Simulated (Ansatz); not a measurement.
Consider the following.

Hf2S:
```xyz
6
Lattice="3.3817 0.0000 0.0000 -1.6908 2.9286 0.0000 0.0000 0.0000 11.7400" Properties=species:S:1:pos:R:3 pbc="T T T"
Hf     1.6908     0.9762    10.5614
Hf     0.0000     1.9524     1.1786
Hf     0.0000     1.9524     4.6914
Hf     1.6908     0.9762     7.0486
S      0.0000     0.0000     8.8050
S      0.0000     0.0000     2.9350
```

This is the r²SCAN-relaxed structure.

Question: All from DFT-r²SCAN in the program Ansatz with PAW potentials, unless another level is named. Estimate the electronic character.

Answer: metallic (no gap).

Question: Give the formation energy from the elements (no fitted shifts).

Answer: -1.17 eV/atom.

Question: Give the density of states at the Fermi level.

Answer: 0.39 states/eV per atom (mean over ±0.08 eV).

Space group P6_3/mmc. The workflow started from a Materials Project entry (that database holds measured and hypothetical structures alike); the Crystallography Open Database copy checked does not list it. Whether it is the stable phase at ambient conditions was not checked. Symmetry was held in the r²SCAN relaxation; whether a distortion lowers the energy is not shown. No spin polarisation was allowed. The references are the lowest solids computed at this level, not always the standard phases. Scalar-relativistic: spin–orbit coupling is off unless named, which matters more the heavier the elements.

Potentials: the earlier of the program's two PAW sets.
